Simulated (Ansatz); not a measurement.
## Ba: from a starting cell to a relaxed one

The start is a generated cell, Ba built in the beta-Sn structure type. The cell and all atomic positions are relaxed at zero pressure with r2SCAN (plane waves to 500 eV, PAW, scalar-relativistic; Ansatz, a program for electronic structure). The first steps use a coarse 9×9×9 k-mesh.

The start:
```
Ba
1.0
   -3.93356     3.93356     2.14620
    3.93356    -3.93356     2.14620
    3.93356     3.93356    -2.14620
Ba
2
Direct
  0.75000   0.25000   0.50000
  0.00000   0.00000   0.00000
```

**Question.** How does the volume change?

**Answer.** -9.8 %, from 66.42 to 59.88 Å³/atom.

**Question.** What band gap does the relaxed structure have at this level?

**Answer.** No gap (metallic).

**Question.** What does it relax into? Give the structure.

**Answer.** 
Space group I4₁/amd, origin choice 1 (No. 141); a = b = 7.6172 Å, c = 4.1284 Å, α = β = γ = 90.00°

| atom | site | symmetry | x | y | z |
|---|---|---|---|---|---|
| Ba | 4a | -4m2 | 0.0000 | 0.0000 | 0.0000 |
(The calculation used a cell of 2 atoms; values per cell refer to that cell.)

The space group stays I4₁/amd (No. 141) (the run could not lower it); the end is AFLOW prototype A_tI4_141_a (A5, as in Sn), with 2 atoms in the primitive cell. Final values are on a 13×13×13 k-mesh of the relaxed cell. No spin polarisation in the result.

The run could not lose the symmetry of its start, so the end can be a saddle point.

All atoms sit on sites fixed by symmetry, so only the cell could relax.

The relaxed structure here is a generated cell of Ba: the first start was made by placing the elements on the sites of a structure type, and the end was not matched to a known phase here, so it may be hypothetical. Known forms of Ba include space group No. 229.
